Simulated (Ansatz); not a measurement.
A geometry of Al2Cu away from equilibrium: the start of the relaxation of a relaxed Al2Cu cell squeezed uniformly to 80 % of its volume. Method: PBE (plane waves to 420 eV, PAW, scalar-relativistic; Ansatz, a quantum-chemistry and plane-wave program). Γ-centred k-mesh 9×9×9 on the run's cell (coarser than for final values), Fermi–Dirac smearing 0.05 eV.

```xyz
6
Lattice="-2.8124 2.8124 2.2622 2.8124 -2.8124 2.2622 2.8124 2.8124 -2.2622" Properties=species:S:1:pos:R:3 pbc="T T T"
Al     0.8903     3.7027     0.0000
Al     0.8903     1.9221     2.2622
Al     1.9221     0.8903     0.0000
Al     1.9221    -0.8903     2.2622
Cu     0.0000     0.0000     1.1311
Cu     0.0000     0.0000     3.3933
```

Q: Predict the force on each atom, in eV/Å.

A: 
| atom | Fx | Fy | Fz |
|---|---|---|---|
| Al1 | -0.13 | -0.13 | 0.00 |
| Al2 | -0.13 | 0.13 | 0.00 |
| Al3 | 0.13 | -0.13 | 0.00 |
| Al4 | 0.13 | 0.13 | 0.00 |
| Cu5 | 0.00 | 0.00 | 0.00 |
| Cu6 | 0.00 | 0.00 | 0.00 |

Q: What is the pressure?

A: +36.8 GPa, compression positive.

No spin polarisation in the result.

The run could not lose the symmetry of its start.
